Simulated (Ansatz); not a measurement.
Relaxed-ion elastic tensor of TePd (NiAs type, P6_3/mmc) in GPa (Voigt order), r²SCAN in the plane-wave PAW code Ansatz; density 8.94 g/cm³, 21.74 Å³ per atom.

```
 139   103  77.9   0.0   0.0   0.0
 103   139  77.9   0.0   0.0   0.0
77.9  77.9   148   0.0   0.0   0.0
 0.0   0.0   0.0  17.6   0.0   0.0
 0.0   0.0   0.0   0.0  17.6   0.0
 0.0   0.0   0.0   0.0   0.0  17.9
```

### Question
Is the crystal mechanically stable?

### Answer
Yes: the smallest eigenvalue of C is 17.6 GPa.

### Question
Work out the Voigt, Reuss and Hill averages.

### Answer
K_V = 105, K_R = 104, K_H = 105; G_V = 21.7, G_R = 19.8, G_H = 20.8 GPa.

### Question
Give Young's modulus, Poisson's ratio, Pugh's ratio and the universal anisotropy index.

### Answer
E = 9KG/(3K + G) = 58.4 GPa; ν = 0.41; K/G = 5.04 (ductile by the Pugh limit of 1.75); A_U = 5G_V/G_R + K_V/K_R − 6 = 0.48.

### Question
Estimate the sound speeds and the Debye temperature.

### Answer
v_l = √((K + 4G/3)/ρ) = 3850 m/s, v_t = √(G/ρ) = 1520 m/s, mean 1730 m/s; Θ = (h/k)(3n/4πV)^(1/3) v_m = 184 K.

### Question
How much does each axis shrink under pressure?

### Answer
Linear compressibilities β_i = Σ_j S_ij (j = 1 to 3): x 3.0, y 3.0, z 3.6 per TPa.

The first step of the workflow began from a Materials Project structure, measured or hypothetical; the Crystallography Open Database files this formula in space group No. 194, but the cells were not matched. Its standing as an ambient phase is unchecked. The cell was relaxed with r²SCAN under the symmetry of its start; its stability against distortions is not shown here. The run is not spin-polarised. As this level gives no gap, shear constants depend on the k-mesh and smearing (Fermi–Dirac, 0.1 eV here). Scalar-relativistic: spin–orbit coupling is off unless named, which matters more the heavier the elements.

Potentials: the later of the program's two PAW sets.
